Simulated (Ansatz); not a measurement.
BN:
Space group P6₃mc (No. 186); a = 2.559 Å, b = 2.559 Å, c = 8.409 Å, α = 90.00°, β = 90.00°, γ = 120.00°

```tsv
atom	site	symmetry	x	y	z
B	2a	3m.	0.0000	0.0000	0.4998
B	2b	3m.	0.3333	0.6667	0.2505
N	2a	3m.	0.0000	0.0000	0.3132
N	2b	3m.	0.3333	0.6667	0.0622
```

Relaxed with PBE. PBE in the plane-wave PAW code Ansatz gives a gap of 5.50 eV.

Question: What gap does HSE06 give on the same cell (Ansatz, PAW)?

Answer: 6.88 eV, 1.37 eV more. The hybrid was solved on a coarser mesh and at special points; its gap is the smallest among all of these.

```csv
k,v1 PBE,c1 PBE,v1 HSE06,c1 HSE06
Γ,0.00,8.57,(withheld),(withheld)
A,-0.37,9.04,(withheld),(withheld)
K,-2.92,7.60,-3.17,9.07
H,-3.76,6.81,(withheld),(withheld)
M,-2.01,5.50,-2.18,6.88
L,-2.57,5.99,(withheld),(withheld)
```

Question: Top valence (v1) and lowest conduction level (c1) in eV from each method's valence maximum (which need not be a listed point): supply the withheld HSE06 values.

Answer: 
- H, v1 HSE06: -4.05
- H, c1 HSE06: 8.24
- Γ, v1 HSE06: 0.00
- Γ, c1 HSE06: 10.29
- A, v1 HSE06: -0.40
- A, c1 HSE06: 10.79
- L, v1 HSE06: -2.78
- L, c1 HSE06: 7.39

Cost on shared cores: the PBE run (SCF on a 12×12×4 mesh, then bands and DOS) roughly 40 core-seconds, the HSE06 run (SCF on 7×7×2, then a few points) about 110 core-seconds (a rough figure); the tasks are unlike.

Space group P6_3mc. A made-up cell: these elements were put on the sites of a structure type. Its sites differ from those of the usual phase in this space group: another stacking or structure type. The PBE relaxation kept the symmetry of its start; phonons on a q-mesh show no instability.

Potentials: the later of the program's two PAW sets.
